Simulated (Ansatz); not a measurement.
TiSi₂ (C49 type, space group Cmcm)

```
CELL_PARAMETERS angstrom
      1.77297    -6.78252     0.00000
      1.77297     6.78252     0.00000
      0.00000     0.00000     3.57969
ATOMIC_POSITIONS crystal
  Si 0.94084 0.05916 0.75000
  Si 0.05916 0.94084 0.25000
  Si 0.25028 0.74972 0.75000
  Si 0.74972 0.25028 0.25000
  Ti 0.60320 0.39680 0.75000
  Ti 0.39680 0.60320 0.25000
```

The volume is varied about the relaxed value V₀ at fixed cell shape. The atoms relax within the cell's symmetry.

Computed with PBE (plane waves to 420 eV, PAW, scalar-relativistic; Ansatz, a first-principles code). k mesh 14×14×13 (Γ-centred), Fermi-Dirac smearing 0.05 eV. E stands for the smeared free energy. Compression counts positive. With the shape held, the modulus is that of even scaling; a crystal free to change shape is softer. The PAW data are Ansatz's earlier set. This is one of several known forms of TiSi2; the measured ambient cells at hand have space group No. 70. TiSi2 is run without spin polarisation. TiSi2 was relaxed with its symmetry unable to fall. The zero of ΔE is the relaxed starting cell. The last digit holds for this mesh only.

```json
[
 {"V (Å³/atom)": "12.053", "ΔE (meV/atom)": "206.8"},
 {"V (Å³/atom)": "12.512", "ΔE (meV/atom)": "124.2"},
 {"V (Å³/atom)": "12.971", "ΔE (meV/atom)": "65.6"},
 {"V (Å³/atom)": "13.431", "ΔE (meV/atom)": "27.5"},
 {"V (Å³/atom)": "13.890", "ΔE (meV/atom)": "6.5"},
 {"V (Å³/atom)": "14.349", "ΔE (meV/atom)": "0.0"},
 {"V (Å³/atom)": "14.808", "ΔE (meV/atom)": "5.8"},
 {"V (Å³/atom)": "15.267", "ΔE (meV/atom)": "21.9"},
 {"V (Å³/atom)": "15.726", "ΔE (meV/atom)": "46.8"},
 {"V (Å³/atom)": "16.185", "ΔE (meV/atom)": "withheld"},
 {"V (Å³/atom)": "16.645", "ΔE (meV/atom)": "117.3"}
]
```

### Question
Fit a third-order Birch-Murnaghan form (E₀, V₀, B₀, B₀′ free) to the given rows and predict ΔE at V = 16.185.

### Answer
Least squares on the 10 given rows: ΔE = E₀ + (9V₀B₀/16)·y²·[2 + (B₀′ − 4)y], y = (V₀/V)^(2/3) − 1, with V₀ = 14.350 Å³/atom, B₀ = 132.8 GPa (160.2 GPa = 1 eV/Å³; the term in eV is multiplied by 1000), B₀′ = 4.26, E₀ = 0.08 meV/atom; root-mean-square residual 0.07 meV/atom. At 16.185 the fit gives 78.8 meV/atom; the calculation gives 79.0 meV/atom, so the interpolation is off by -0.2 (-0.3 %). For the pressure the fit gives -12.4 GPa against the computed -12.4 GPa.

(Under strain, the slope of the energy per volume gives the stress and its curvature an elastic modulus.)
